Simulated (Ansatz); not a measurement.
CuAu (L1₀ or tetragonal B2, space group No. 123) at seven volumes, the program Ansatz at the PBEsol level (PAW), shape and atoms relaxed at each. One row is withheld.

| V (Å³/atom) | P (GPa) |
|---|---|
| 12.933 | 20.68 |
| 13.359 | ? |
| 13.786 | 5.66 |
| 14.212 | 0.00 |
| 14.638 | -4.69 |
| 15.065 | -8.54 |
| 15.491 | -11.71 |

Task: Fit the shown pressures and predict the withheld one.

Result: P = (3/2)B₀(x^(7/2) − x^(5/2))[1 + (3/4)(B′ − 4)(x − 1)] with x = (V₀/V)^(2/3). Least squares on the six rows gives V₀ = 14.212 Å³/atom, B₀ = 171 GPa, B′ = 5.29. At V = 13.359, x = 1.0421 and P = 12.47 GPa. The run itself gave 12.44 GPa.

Space group P4/mmm (L1₀ or tetragonal B2). The cell was relaxed with PBEsol under the symmetry of its start; of distortions, only those at the zone centre were tested. No spin polarisation was allowed. Scalar-relativistic: spin–orbit coupling is off unless named, which matters more the heavier the elements.

Potentials: the later of the program's two PAW sets.
